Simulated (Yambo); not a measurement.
G0W0@PBEsol for RbCl (CsCl type, space group Pm-3m, No. 221) in Yambo. Reference settings: 4×4×4 Γ-centred k mesh, 216 bands and a 8 Ry block in the screening, 216 bands in G with the Bruneval-Gonze terminator, plasmon pole fitted at 27.2 eV. The PBEsol gap M → Γ on this mesh is 4.94 eV; G0W0 gaps are taken between the same points.

With and without the terminator, as bands are cut:

```json
[
 {"bands in G (in W)": "76 (216)", "gap, terminator (eV)": "7.791", "gap, none (eV)": "7.653", "valence shift, terminator (eV)": "-1.970", "valence shift, none (eV)": "-1.545"},
 {"bands in G (in W)": "132 (216)", "gap, terminator (eV)": "7.784", "gap, none (eV)": "7.711", "valence shift, terminator (eV)": "-1.993", "valence shift, none (eV)": "-1.782"},
 {"bands in G (in W)": "216 (216)", "gap, terminator (eV)": "7.788", "gap, none (eV)": "7.765", "valence shift, terminator (eV)": "-2.000", "valence shift, none (eV)": "-1.912"}
]
```

Over this range the gap spans 0.007 eV with the terminator and 0.112 eV without, the valence shift 0.030 eV and 0.367 eV. Neither column has reached its limit for certain.

Geometry relaxed with PBEsol; primitive cell a = b = c = 3.8861 Å, α = β = γ = 90.00°.

This is not the ordinary phase of the substance.

A shift is the quasiparticle energy of the state minus its PBEsol energy.
